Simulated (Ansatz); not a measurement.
Geometry optimisation in Ansatz: input, command and trajectory.

```yaml
crystal:
  lattice:
    - [4.0523555701, 0.0, 0.0]
    - [0.0, 4.0523555701, 0.0]
    - [0.0, 0.0, 8.5043928081]
  atoms:
    - { symbol: Si, position: [0.5, 0.0, 0.28] }
    - { symbol: Si, position: [0.0, 0.5, 0.72] }
    - { symbol: Sb, position: [0.0, 0.0, 0.0] }
    - { symbol: Sb, position: [0.5, 0.5, 0.0] }
    - { symbol: Sb, position: [0.5, 0.0, 0.64] }
    - { symbol: Sb, position: [0.0, 0.5, 0.36] }
basis:
  ecutwfc: 420
kpoints:
  mp_grid: { grid: [4, 4, 2] }
hamiltonian:
  xc: pbe
scf:
  occupations: { method: gaussian, width: 0.1 }
  lower_state_search: "off"
output:
  forces: true
  stress: true
  eigenvalues: true
relax:
  adjacent_minimum: "off"
  f_tol: 0.04
  max_steps: 70
  cell: { stress_tol: 0.4 }
```

```bash
ansatz run input.yaml --threads 1 --pin off --max-ram 2560MiB --backend cpu --events-out ev --progress --plain --runs-dir out
```

These are results of DFT PBE, scalar-relativistic, plane waves, PAW in Ansatz, not measurements.

Of 6 frames 6 are shown, positions in Å and forces in eV/Å; the SCF threshold varies from step to step. Steps run on the plane waves of an earlier cell, with a Pulay correction in the pressure. The basis is chosen afresh for the last frame, the zero of the energies, and at times for earlier ones too; energy and pressure step there, also at an unchanged geometry.

```xyz
6
Lattice="4.0524 0.0000 0.0000 0.0000 4.0524 0.0000 0.0000 0.0000 8.5044" Properties=species:S:1:pos:R:3:forces:R:3 pbc="T T T" step=1 free_energy_over_end_meV_per_atom=62.10 pressure_GPa=3.22
Si    2.0262    0.0000    2.3812    0.0000    0.0000    0.7636
Si    0.0000    2.0262    6.1232    0.0000    0.0000   -0.7636
Sb    0.0000    0.0000    0.0000    0.0000    0.0000    0.0000
Sb    2.0262    2.0262    0.0000    0.0000    0.0000    0.0000
Sb    2.0262    0.0000    5.4428    0.0000    0.0000   -0.2690
Sb    0.0000    2.0262    3.0616    0.0000    0.0000    0.2690
6
Lattice="4.2441 0.0000 0.0000 0.0000 4.2441 0.0000 0.0000 0.0000 8.2471" Properties=species:S:1:pos:R:3:forces:R:3 pbc="T T T" step=2 free_energy_over_end_meV_per_atom=17.85 pressure_GPa=-1.39
Si    2.1220    0.0000    2.4984    0.0000    0.0000    0.1600
Si    0.0000    2.1220    5.7487    0.0000    0.0000   -0.1600
Sb    0.0000    0.0000    0.0000    0.0000    0.0000    0.0000
Sb    2.1220    2.1220    0.0000    0.0000    0.0000    0.0000
Sb    2.1220    0.0000    5.2672    0.0000    0.0000   -0.0740
Sb    0.0000    2.1220    2.9799    0.0000    0.0000    0.0740
6
Lattice="4.1858 0.0000 0.0000 0.0000 4.1858 0.0000 0.0000 0.0000 8.3885" Properties=species:S:1:pos:R:3:forces:R:3 pbc="T T T" step=3 free_energy_over_end_meV_per_atom=3.77 pressure_GPa=-0.69
Si    2.0929    0.0000    2.5751    0.0000    0.0000    0.0611
Si    0.0000    2.0929    5.8134    0.0000    0.0000   -0.0611
Sb    0.0000    0.0000    0.0000    0.0000    0.0000    0.0000
Sb    2.0929    2.0929    0.0000    0.0000    0.0000    0.0000
Sb    2.0929    0.0000    5.3482    0.0000    0.0000    0.0934
Sb    0.0000    2.0929    3.0403    0.0000    0.0000   -0.0934
6
Lattice="4.1477 0.0000 0.0000 0.0000 4.1477 0.0000 0.0000 0.0000 8.4438" Properties=species:S:1:pos:R:3:forces:R:3 pbc="T T T" step=4 free_energy_over_end_meV_per_atom=1.62 pressure_GPa=0.21
Si    2.0739    0.0000    2.6212    0.0000    0.0000    0.0920
Si    0.0000    2.0739    5.8226    0.0000    0.0000   -0.0920
Sb    0.0000    0.0000    0.0000    0.0000    0.0000    0.0000
Sb    2.0739    2.0739    0.0000    0.0000    0.0000    0.0000
Sb    2.0739    0.0000    5.4160    0.0000    0.0000    0.0426
Sb    0.0000    2.0739    3.0278    0.0000    0.0000   -0.0426
6
Lattice="4.1552 0.0000 0.0000 0.0000 4.1552 0.0000 0.0000 0.0000 8.4305" Properties=species:S:1:pos:R:3:forces:R:3 pbc="T T T" step=5 free_energy_over_end_meV_per_atom=0.20 pressure_GPa=0.14
Si    2.0776    0.0000    2.6570    0.0000    0.0000    0.0122
Si    0.0000    2.0776    5.7736    0.0000    0.0000   -0.0122
Sb    0.0000    0.0000    0.0000    0.0000    0.0000    0.0000
Sb    2.0776    2.0776    0.0000    0.0000    0.0000    0.0000
Sb    2.0776    0.0000    5.4353    0.0000    0.0000    0.0326
Sb    0.0000    2.0776    2.9953    0.0000    0.0000   -0.0326
6
Lattice="4.1552 0.0000 0.0000 0.0000 4.1552 0.0000 0.0000 0.0000 8.4305" Properties=species:S:1:pos:R:3:forces:R:3 pbc="T T T" step=6 free_energy_over_end_meV_per_atom=0.00 pressure_GPa=0.14
Si    2.0776    0.0000    2.6570    0.0000    0.0000    0.0122
Si    0.0000    2.0776    5.7736    0.0000    0.0000   -0.0122
Sb    0.0000    0.0000    0.0000    0.0000    0.0000    0.0000
Sb    2.0776    2.0776    0.0000    0.0000    0.0000    0.0000
Sb    2.0776    0.0000    5.4353    0.0000    0.0000    0.0326
Sb    0.0000    2.0776    2.9953    0.0000    0.0000   -0.0326
```

The start puts this composition into another compound's structure type, which needn't suit it. At the end the space group is P4/nmm (tolerance 0.05 Å).

The run took 17 s on 1 thread of Intel(R) Xeon(R) 6975P-C (Granite Rapids) (shared host), peak memory 0.46 GiB.

The k mesh is coarse.